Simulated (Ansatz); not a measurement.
## What a trial cell of Ca2TiSiP4 relaxes into

All numbers below come from DFT PBE, scalar-relativistic, plane waves, PAW in Ansatz. Cutoff 420 eV, Gaussian smearing, Γ-centred meshes. Cell and atoms relax first on a coarse mesh and then on a finer one. In between, the cell is made exact in the group found at 0.06 Å. In metals the finer mesh still leaves noise of several meV/atom or more. The steps can't lower the symmetry of their start. No spin polarisation in the relaxation; trial moments died out in a coarse test.

Recipe of this trial structure of Ca2TiSiP4: ordered mixture on the cation sites of zinc blende (P-42m, No. 111) (occupants of the shared sites, in ratio, Ca: 2, Si: 1, Ti: 1). The dimensions are guesses.

```
Ca Ti Si P
1.0
     4.85512    0.00000    0.00000
     0.00000    4.85512    0.00000
     0.00000    0.00000    4.85512
Ca Ti Si P
2 1 1 4
Direct
  0.50000 0.00000 0.00000
  0.00000 0.50000 0.00000
  0.50000 0.50000 0.50000
  0.00000 0.00000 0.50000
  0.75000 0.25000 0.25000
  0.25000 0.75000 0.25000
  0.25000 0.25000 0.75000
  0.75000 0.75000 0.75000
```

The zero of energy is the elements' standard structures at the same level; no fitted shifts are applied. The references include black phosphorus.

Problem. Where does the relaxation end?

Solution. The symmetry stays P-42m (No. 111). The volume per atom grows by 79.0 %, from 14.3 to 25.6 Å³. The shortest distance goes from 2.10 Å (Ca–P, Si–P and Ti–P) to 2.30 Å (Si–P). The ratio c/a of the conventional cell changes by a factor of 1.12. The energy falls by about 2.6 eV/atom (the start's value is from the coarse mesh). Conventional cell: a = 5.670 Å, c = 6.374 Å. Around Ca lie 4 P at 2.80 Å; Ti is surrounded by 4 P at 2.41 Å; Si is surrounded by 4 P at 2.30 Å; P has 1 Si at 2.30 Å, 1 Ti at 2.41 Å and 2 Ca at 2.80 Å.

```cif
data_structure
_symmetry_space_group_name_H-M 'P 1'
_symmetry_Int_Tables_number 1
_cell_length_a 5.6696
_cell_length_b 5.6696
_cell_length_c 6.3744
_cell_angle_alpha 90.000
_cell_angle_beta 90.000
_cell_angle_gamma 90.000
_cell_volume 204.90
loop_
_atom_site_label
_atom_site_type_symbol
_atom_site_fract_x
_atom_site_fract_y
_atom_site_fract_z
_atom_site_occupancy
Ca1 Ca 0.50000 0.00000 0.00000 1
Ca2 Ca 0.00000 0.50000 0.00000 1
Ti1 Ti 0.50000 0.50000 0.50000 1
Si1 Si 0.00000 0.00000 0.50000 1
P1 P 0.75813 0.24188 0.30739 1
P2 P 0.24188 0.75813 0.30739 1
P3 P 0.24188 0.24188 0.69261 1
P4 P 0.75813 0.75813 0.69261 1
```

Problem. How does it come out in energy, and is it a metal?

Solution. The formation energy is −0.55 eV/atom and the gap on the 8×8×6 mesh of the 8-atom cell is 0 eV (the bands overlap slightly).

Whether it is stable depends on the other phases of the system, which aren't compared here.

The last run used Gaussian smearing of 0.10 eV. The zero gap may come from the functional, which often closes small gaps, or the cell may be a true semimetal. The reference form of P is held partly by dispersion forces, which this level lacks. Symmetry constrained the relaxation, so the result can be a saddle point.
